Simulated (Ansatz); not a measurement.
Si in space group I4/mmm (No. 139; Si on 8h) at seven volumes, DFT-LDA in the program Ansatz with PAW potentials, shape and atoms relaxed at each. One row is withheld.

```csv
V (Å³/atom),P (GPa)
18.932,?
19.556,6.18
20.180,2.86
20.804,0.00
21.428,-2.44
22.052,-4.53
22.676,-6.31
```

Problem. Fit the shown pressures and predict the withheld one.

Solution. P = (3/2)B₀(x^(7/2) − x^(5/2))[1 + (3/4)(B′ − 4)(x − 1)] with x = (V₀/V)^(2/3). Least squares on the six rows gives V₀ = 20.804 Å³/atom, B₀ = 87.8 GPa, B′ = 4.19. At V = 18.932, x = 1.0649 and P = 10.09 GPa. The run itself gave 10.03 GPa.

The first step of the workflow began from a Materials Project structure, measured or hypothetical; the Crystallography Open Database copy checked does not list it. It is not the phase usual at ambient conditions (space group No. 227). The cell was relaxed with LDA under the symmetry of its start; phonons on a q-mesh show no instability.

Potentials: the later of the program's two PAW sets.
